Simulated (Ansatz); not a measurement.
Given:

Hf2InC:
```
CELL_PARAMETERS angstrom
      3.28875     0.00000     0.00000
     -1.64438     2.84814     0.00000
      0.00000     0.00000    14.70946
ATOMIC_POSITIONS crystal
  Hf 0.66667 0.33333 0.58242
  Hf 0.33333 0.66667 0.41758
  Hf 0.33333 0.66667 0.08242
  Hf 0.66667 0.33333 0.91758
  In 0.66667 0.33333 0.25000
  In 0.33333 0.66667 0.75000
  C  0.00000 0.00000 0.50000
  C  0.00000 0.00000 0.00000
```

This is the PBEsol-relaxed structure.

All from PBEsol (plane waves, PAW; program Ansatz), unless another level is named. Predict the electronic character.

metallic (no gap).

And the formation energy from the elements (no fitted shifts)?

-0.77 eV/atom.

And the density of states at the Fermi level?

0.24 states/eV per atom (mean over ±0.08 eV).

Predict the gap with spin–orbit coupling.

none (metallic).

Space group P6_3/mmc. The workflow started from a Materials Project entry (that database holds measured and hypothetical structures alike); the Crystallography Open Database copy checked does not list it. Whether it is the stable phase at ambient conditions was not checked. Symmetry was held in the PBEsol relaxation; of distortions, only those at the zone centre were tested. The run is not spin-polarised. The references are the lowest solids computed at this level, not always the standard phases. Spin–orbit coupling is left out wherever it is not named.

Potentials: the later of the program's two PAW sets.
